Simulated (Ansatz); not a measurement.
AlOF:
```yaml
crystal:
  lattice:
    - [-1.15788, -0.20991, -5.24823]
    - [-1.88692, -4.72551, 0.00000]
    - [-4.82251, 0.00000, 0.00000]
  atoms:
    - { symbol: Al, position: [0.19514, 0.46857, 0.51290] }
    - { symbol: Al, position: [0.74528, 0.55919, 0.09202] }
    - { symbol: Al, position: [0.50155, 0.97329, 0.43362] }
    - { symbol: O, position: [0.22423, 0.12214, 0.56794] }
    - { symbol: F, position: [0.95116, 0.62925, 0.30582] }
    - { symbol: O, position: [0.69237, 0.21861, 0.15538] }
    - { symbol: F, position: [0.06751, 0.54758, 0.83456] }
    - { symbol: F, position: [0.65374, 0.81004, 0.75724] }
    - { symbol: O, position: [0.46901, 0.67134, 0.34051] }
```

Relaxed with r²SCAN. Special points in fractions of this cell's reciprocal vectors: Γ (0.000, 0.000, 0.000); X (0.500, 0.000, 0.000); Y (0.000, 0.500, 0.000); Z (0.000, 0.000, 0.500); R (0.500, 0.500, 0.500); T (0.000, 0.500, 0.500); U (0.500, 0.000, 0.500); V (0.500, 0.500, 0.000).

Task: List the band energies nearest the valence-band maximum at these points for DFT-r²SCAN in the program Ansatz with PAW potentials.

Result: In eV from the valence-band maximum; about four levels below and three above (degenerate sets whole), none deeper than 8.9 eV; points with the same levels are listed once.

| k | below | above |
|---|---|---|
| Γ | -1.25 -0.65 -0.58 -0.03 | 4.81 9.26 9.54 |
| X | -1.18 -0.77 -0.56 -0.22 | 6.51 7.28 9.51 |
| Y | -1.38 -0.81 -0.58 -0.03 | 6.85 7.51 9.22 |
| Z | -1.22 -0.70 -0.64 -0.29 | 7.26 7.79 9.40 |
| R | -1.41 -1.00 -0.37 -0.03 | 8.18 8.53 9.28 |
| T | -1.33 -0.88 -0.55 -0.14 | 7.79 7.92 9.27 |
| U | -1.34 -0.83 -0.42 0.00 | 7.94 8.54 9.00 |
| V | -1.34 -0.93 -0.47 -0.16 | 7.92 8.29 8.54 |

Space group P1. The start of the workflow was typed in or built on a structure type; neither database checked (COD, Materials Project) lists it. Whether it is the stable phase at ambient conditions was not checked. The cell was relaxed with r²SCAN; its stability against distortions is not shown here. The volume moved by -16 % from the start of the relaxation.

Potentials: the earlier of the program's two PAW sets. The files were generated under PBE; for other functionals the program regenerates the frozen cores, and for LDA and PBEsol the local potential too.
